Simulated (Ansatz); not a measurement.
# Equation of state of Cd

```cif
data_structure
_symmetry_space_group_name_H-M 'P6_3/mmc'
_symmetry_Int_Tables_number 194
_cell_length_a 2.9789
_cell_length_b 2.9789
_cell_length_c 5.6177
_cell_angle_alpha 90.000
_cell_angle_beta 90.000
_cell_angle_gamma 120.000
_cell_volume 43.17
loop_
_atom_site_label
_atom_site_type_symbol
_atom_site_symmetry_multiplicity
_atom_site_Wyckoff_symbol
_atom_site_fract_x
_atom_site_fract_y
_atom_site_fract_z
_atom_site_occupancy
Cd1 Cd 2 c 0.33333 0.66667 0.25000 1
```

The runs use the primitive cell with vectors (2.979, 0.000, 0.000), (-1.489, 2.580, 0.000), (0.000, 0.000, 5.618) Å, to which the k mesh refers.

The cell is COD entry 9008490, as deposited and not checked against the literature; nothing was relaxed.

Methods: DFT, PBEsol, all-electron LAPW, scalar-relativistic (Ansatz 0.2.0); DFT, PBEsol, PAW with Ansatz's default frozen-core files, scalar-relativistic (Ansatz 0.2.0).

For LAPW: a Γ-centred 16×16×7 k mesh, Fermi–Dirac smearing of 0.05 eV, basis error target 1 meV/atom, no spin polarisation. PAW takes a cutoff of 420 eV at this cell (files made with PBE, cores remade for this functional). The Ansatz runs share mesh, smearing and spin set-up. Plane-wave (PAW) pressures include the program's estimate of the Pulay term.

The cell above is scaled evenly, with fractional coordinates and shape held.

```csv
V/V(cell),V (Å³/atom),"P, LAPW (GPa)","P, PAW (GPa)","free energy over the lowest listed, PAW (meV/atom)"
0.9400,20.290,2.41,2.42,5.1
0.9600,20.722,0.90,0.91,0.6
0.9800,21.154,-0.42,-0.41,0.0
0.9900,21.369,-1.01,-1.00,1.0
1.0000,21.585,-1.56,-1.56,2.7
1.0100,21.801,-2.08,-2.07,5.1
1.0200,22.017,-2.55,-2.55,8.2
1.0400,22.449,-3.40,-3.40,16.3
1.0600,22.880,?,?,?
```

(1) Fill in the row V/V(cell) = 1.0600.

(2) What do Birch–Murnaghan fits to the pressures give?

Answers

(1) P, LAPW (GPa) = -4.13, P, PAW (GPa) = -4.12, free energy over the lowest listed, PAW (meV/atom) = 26.4.

(2) LAPW: V0 = 21.01 Å³/atom, B0 = 63 GPa, B0′ = 6.0; PAW: V0 = 21.01 Å³/atom, B0 = 63 GPa, B0′ = 6.0.
